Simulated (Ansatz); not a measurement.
Relaxation of a randomly generated symmetric cell of Ge (space group No. 186); 4 atoms in the cell, which starts as P6₃mc (No. 186), hP4; a = 4.059 Å, b = 4.059 Å, c = 6.347 Å, α = 90.00°, β = 90.00°, γ = 120.00°. Method: PBEsol (plane waves to 420 eV, PAW, scalar-relativistic; Ansatz, a first-principles code). Γ-centred k-mesh 7×7×4 on the run's cell (coarser than for final values), Fermi–Dirac smearing 0.05 eV. This is the first round of the run. 

The optimiser's lines from the output (shortened; P is positive under compression):

```
relax step   1: F+E_penalty+E_count = -17012.68278459 eV  Δ(F+E_penalty+E_count) = +0.000e0 eV  max|allowed force component| = 3.222e-1 eV/Å  Δτ_max = 0.0000 Å  P = -2.096 GPa  Ω = 90.541 Å³  (6 SCF iters, dr2 threshold 1.00e-7 eV, accepted)
relax step   2: F+E_penalty+E_count = -17012.83191346 eV  Δ(F+E_penalty+E_count) = -1.491e-1 eV  max|allowed force component| = 3.491e-1 eV/Å  Δτ_max = 0.0904 Å  P = +1.271 GPa  Ω = 82.326 Å³  (6 SCF iters, dr2 threshold 4.00e-7 eV, accepted)
relax step   3: F+E_penalty+E_count = -17012.99757658 eV  Δ(F+E_penalty+E_count) = -1.657e-1 eV  max|allowed force component| = 5.263e-1 eV/Å  Δτ_max = 0.1210 Å  P = +1.963 GPa  Ω = 78.254 Å³  (6 SCF iters, dr2 threshold 4.00e-7 eV, accepted)
relax step   4: F+E_penalty+E_count = -17013.11509578 eV  Δ(F+E_penalty+E_count) = -1.175e-1 eV  max|allowed force component| = 1.477e-2 eV/Å  Δτ_max = 0.1584 Å  P = +5.005 GPa  Ω = 73.501 Å³  (7 SCF iters, dr2 threshold 4.00e-7 eV, accepted)
relax step   5: F+E_penalty+E_count = -17013.16881086 eV  Δ(F+E_penalty+E_count) = -5.372e-2 eV  max|allowed force component| = 4.905e-2 eV/Å  Δτ_max = 0.0115 Å  P = -1.542 GPa  Ω = 79.937 Å³  (6 SCF iters, dr2 threshold 4.00e-7 eV, accepted)
relax step   6: F+E_penalty+E_count = -17013.18038741 eV  Δ(F+E_penalty+E_count) = -1.158e-2 eV  max|allowed force component| = 3.707e-3 eV/Å  Δτ_max = 0.0150 Å  P = -0.241 GPa  Ω = 78.237 Å³  (6 SCF iters, dr2 threshold 4.00e-7 eV, accepted)
relax step   7: F+E_penalty+E_count = -17013.18085482 eV  Δ(F+E_penalty+E_count) = -4.674e-4 eV  max|allowed force component| = 1.372e-3 eV/Å  Δτ_max = 0.0006 Å  P = +0.123 GPa  Ω = 77.940 Å³  (5 SCF iters, dr2 threshold 4.00e-7 eV, accepted)
relax step   8: F+E_penalty+E_count = -17013.18096519 eV  Δ(F+E_penalty+E_count) = -1.104e-4 eV  max|allowed force component| = 1.772e-4 eV/Å  Δτ_max = 0.0003 Å  P = +0.002 GPa  Ω = 78.041 Å³  (4 SCF iters, dr2 threshold 1.97e-7 eV, accepted)
relax step   9: F+E_penalty+E_count = -17013.17858732 eV  Δ(F+E_penalty+E_count) = +2.378e-3 eV  max|allowed force component| = 1.767e-4 eV/Å  Δτ_max = 0.0000 Å  P = +0.011 GPa  Ω = 78.041 Å³  stress off target by 1.74e-2 GPa  SCF on the basis re-selected at this cell (its energy is not comparable with the rows above)  (8 SCF iters)
```

From the first to the last row the energy changes by -0.12 eV/atom and the volume by -13.8 %. The last row is marked as not comparable with the walk above it, whose basis was carried along; it does compare with step 1, since both stand on a basis selected at the nominal cutoff for their own cell.

Later rounds, restarted from the end of this one on a renewed k-mesh, logged 5 more steps. The final structure after all rounds: P6₃/mmc (No. 194), hP4; a = 3.809 Å, b = 3.809 Å, c = 6.223 Å, α = 90.00°, β = 90.00°, γ = 120.00°. Between re-selections the logged energies stand on a plane-wave basis carried along with the cell. No spin polarisation in the result.

The run could not lose the symmetry of its start: the end is stationary, and may be a saddle point rather than a minimum.

The relaxed structure here is a generated cell of Ge: the first start was made by a random draw of sites in a space group, and the end was not matched to a known phase here, so it may be hypothetical. Known forms of Ge include space group No. 227.
